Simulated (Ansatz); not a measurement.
Starting cell, InP (zinc blende):

```xyz
4
Lattice="0.0000 5.9073 5.9073 2.9537 2.9537 5.9073 2.9537 2.9537 0.0000" Properties=species:S:1:pos:R:3 pbc="T T T"
P      4.4305     4.4305     4.4305
P      4.4305     7.3841     7.3841
In     0.0000     0.0000     0.0000
In     2.9537     5.9073     2.9537
```

A phonon eigenvector at X = (0.5, 0.5, 0.0) is frozen into this cell: atom i moves by Q times the vector below, so Q is the largest atomic displacement, in Å. The cell is held. (q is in reciprocal vectors of the primitive cell; the cell shown is doubled to hold the pattern.)

```json
[
 {"atom": "P1", "x": "0.000", "y": "0.000", "z": "-1.000"},
 {"atom": "P2", "x": "0.000", "y": "0.000", "z": "1.000"}
]
```

Atoms not listed stay in place.

All values below come from r2SCAN (plane waves to 500 eV, PAW, scalar-relativistic; Ansatz, a first-principles code). k mesh 10×10×10 (Γ-centred), Fermi-Dirac smearing 0.05 eV. E stands for the smeared free energy. InP was relaxed with its symmetry unable to fall. The PAW data are Ansatz's earlier set. ΔE is measured from the undisplaced structure.

The scan covers Q from -0.180 to 0.180 Å in 13 points.

Problem. Which space group does the distorted structure have?

Solution. P-4m2 (No. 115), lowered from F-43m.

Problem. Is this a single well or a double well?

Solution. A single well with its minimum at or next to zero displacement.

Problem. What is the energy change at Q = 0.180 Å?

Solution. 384 meV/cell.

Problem. What harmonic wavenumber does the curvature at Q = 0 give?

Solution. 324 cm⁻¹.

(For displaced atoms, the force is minus the slope of the energy, and its curvature is a force constant, which sets phonon frequencies.)
